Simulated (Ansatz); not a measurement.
## Is this Mg3ZnS4 structure stable?

The cell was found from a structure generator's guess, not taken from experiment.

Theory: DFT PBE, scalar-relativistic, plane waves, PAW in Ansatz 0.2.0. Plane waves to 420 eV, an 8×8×4 mesh through Γ for the 8-atom cell and 0.02 eV Gaussian smearing; no spin polarisation.

```xyz
8
Lattice="3.6774 0.0000 0.0000 0.0000 3.6774 0.0000 0.0000 0.0000 10.3972" Properties=species:S:1:pos:R:3 pbc="T T T"
Mg    0.0000    0.0000    7.8261
Mg    0.0000    0.0000    2.5711
Mg    1.8387    1.8387    5.1986
Zn    1.8387    1.8387    0.0000
S     0.0000    0.0000    0.0000
S     1.8387    1.8387    2.5613
S     0.0000    0.0000    5.1986
S     1.8387    1.8387    7.8358
```

Formation energies are uncorrected and refer to the elements' standard structures at the same level.

Task: These tests were run: energy against the elements; phonons on a 2×2×1 q mesh. What do they show?

Result:

```json
{"test": "energy against the elements", "result": "−1.203 eV/atom"}
{"test": "phonons on a 2×2×1 q mesh", "result": "imaginary modes down to 71i cm⁻¹"}
```

It fails one test: phonons on a 2×2×1 q mesh. So it isn't even a local minimum.

The reference form of S is held partly by dispersion forces, which this level lacks. The run for the phonons used an 8×8×4 k mesh.
